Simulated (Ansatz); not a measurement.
101Ru nuclear quadrupole resonance in Ba₂RuN₃

Cell: a Materials Project structure (computed, not necessarily an observed phase), taken as it stands.

Space group Cmce (No. 64); a = 5.9978, b = 11.9331, c = 13.1372 Å.

| site | Wyckoff | site symmetry | x | y | z |
| --- | --- | --- | --- | --- | --- |
| Ba1 | 8f | m.. | 0.0000 | 0.5637 | 0.8629 |
| Ba5 | 8f | m.. | 0.0000 | 0.3605 | 0.5806 |
| Ru | 8f | m.. | 0.0000 | 0.7388 | 0.6646 |
| N13 | 8e | .2. | 0.2500 | 0.7610 | 0.7500 |
| N15 | 8f | m.. | 0.0000 | 0.5833 | 0.6293 |
| N19 | 8f | m.. | 0.0000 | 0.6618 | 0.0520 |

One atom of each set is listed; the run and its k-mesh use a cell of 24 atoms with edges of 6.68, 6.68, 13.14 Å.

All values are calculated (Ansatz; DFT, PBE, plane waves and PAW, scalar-relativistic, collinear spin, 420 eV cutoff, Γ-centred 6×6×3 k-points, Fermi–Dirac smearing 0.05 eV), not measured. Start moments as typed (μB): 2 on each Ru, none on the rest.

101Ru: I = 5/2, Q = 457.0 mb (year-2017 value). Static lattice, zero field.

Problem. At which frequencies do the 101Ru NQR lines lie?

Solution. For I = 5/2 and η = 0 the lines are 3|C_Q|/20 and twice that; η pulls their ratio below 2. At large η the states mix, and weaker lines appear at sums of the main ones; lines under 5 % of the strongest are left out.

```csv
site,atoms,V_zz (10²¹ V/m²),C_Q (MHz),η,line frequencies (MHz)
Ru,4,-6.03,-66.6,0.74,"14.8, 18.4, 33.2"
```

Problem. And for ⁹⁹Ru (I = 5/2, Q = 79.00 mb) on Ru?

Solution. C_Q scales with Q to -11.5 MHz, with lines at 2.55, 3.18, 5.73 MHz.

The largest force is 0.3 eV/Å, so the atoms aren't at the calculated equilibrium and relaxing them would move these values. With no gap above 0.1 eV, as in a metal, the gradients converge slowly in k; expect changes of a tenth or more on a denser mesh. Without spin–orbit coupling (the program notes it for Ru) the gradients can shift somewhat, as the gap is small. With these PAW files V_zz is typically within 2 to 3 % of all-electron values, but misses above 10 % occur on Ru. Semilocal functionals make gaps too small and can close them, so the real compound need not be a metal. The start moments die out, and the run ends without spin.
